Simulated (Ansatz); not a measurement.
A distorted cell of Ti (hcp, Mg type):

```
CELL_PARAMETERS angstrom
      2.93914     0.00000     0.00000
     -1.46957     2.54537     0.00000
      0.00000     0.00000     4.65010
ATOMIC_POSITIONS crystal
  Ti 0.33333 0.66667 0.76792
  Ti 0.66667 0.33333 0.23208
```

Method: PBE (plane waves to 420 eV, PAW, scalar-relativistic; Ansatz, a program for electronic structure). k mesh 18×18×10 (Γ-centred), Fermi-Dirac smearing 0.05 eV. Stress and pressure are positive under compression. With partly filled bands, energies and forces of such displacements shift with the k mesh and the smearing. Ti is run without spin polarisation. Ti was relaxed with its symmetry unable to fall.

Predict the force on every atom, in eV/Å.


| atom | Fx | Fy | Fz |
|---|---|---|---|
| Ti1 | 0.000 | 0.000 | -0.726 |
| Ti2 | 0.000 | 0.000 | 0.726 |

Give the stress tensor in GPa and the pressure.


```
    0.8      0.0      0.0
    0.0      0.8      0.0
    0.0      0.0      2.2
```
The pressure, a third of the trace, is 1.3 GPa.

(A displaced cell: forces are minus the slopes of the energy, force constants its curvatures, and phonons follow from these.)
